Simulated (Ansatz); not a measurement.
Level: PBE, no spin polarisation; 420 eV; 4×4×4 (shifted by 0.5, 0, 0.5 steps) mesh; fermi-dirac occupations (width 0.0176 eV); Ansatz 0.2.0, fixed geometry. The cell carries a charge of +1 e on a uniform background.

Computed maps in the lattice plane spanned by a (left to right, 6.54 Å, 20 points from zero) and c (bottom to top, 6.52 Å, 20 points from zero), 60° apart, at height 0.320 along b. The fields are smooth PAW ones with compensation charges, not the true ones near nuclei.

Valence density. Digits on a logarithmic scale: 0 up to 0.03 e/Å³, each further digit a factor of 1.6, 9 from 1.3 e/Å³ up:
```
10012334432100112222
11000122322100012222
21000112221110011222
21012532222243101122
11015997343499720111
10003999655599961000
00001699856669992000
00000158756666972000
12111012456665432111
33332211245665432122
45554322234555432223
56776543222378632224
57888764321289962224
57899986421159993123
56899997542116994113
45799998642101352012
24689998753100011001
13467888753200011000
01345677653200011110
00124555543100112211
```

ELF. Ten even steps from '0' (0.01) to '9' (0.99):
```
00002566654100001110
00000122221000001111
00000000110000001111
00000200120000000010
00002991042069600000
00000998046049950000
00000499127506990000
00000013027850240000
12211000037875000001
55554200147777520024
77777641124311231125
77667774111001001136
77666677410039910036
77644567740019990026
77642256762005991015
67652246774100020003
47765346675100000000
14776666675200000000
01477767775200000000
00146777775200001100
```

The cell is Li$_{6}$I$_{2}$BrN. Which atoms lie within 0.2 Å of this plane, and where (fractions of a and c)?

Li at (0.67, 0.68), Li at (0.69, 0.31), Li at (0.31, 0.69). The whole cell:
```yaml
crystal:
  lattice:
    - [0.00243, 4.61541, 4.62672]
    - [4.60720, 0.00147, 4.62768]
    - [4.60604, 4.61520, 0.00263]
  atoms:
    - { symbol: Br, position: [0.98802, 0.00311, 0.99969] }
    - { symbol: I, position: [0.76380, 0.74146, 0.74484] }
    - { symbol: I, position: [0.24834, 0.25199, 0.24547] }
    - { symbol: N, position: [0.48673, 0.49712, 0.51523] }
    - { symbol: Li, position: [0.67178, 0.32027, 0.68299] }
    - { symbol: Li, position: [0.69000, 0.31194, 0.31490] }
    - { symbol: Li, position: [0.31394, 0.68441, 0.32123] }
    - { symbol: Li, position: [0.32107, 0.68764, 0.67390] }
    - { symbol: Li, position: [0.69095, 0.67029, 0.31880] }
    - { symbol: Li, position: [0.31310, 0.31985, 0.68851] }
```

Origin: a strained cell with displaced atoms, so it need not be a known compound. Caveats: many states at the Fermi level without spin polarisation, so a magnetic state may lie lower; atoms or cell far from equilibrium; charged cell with a uniform background.
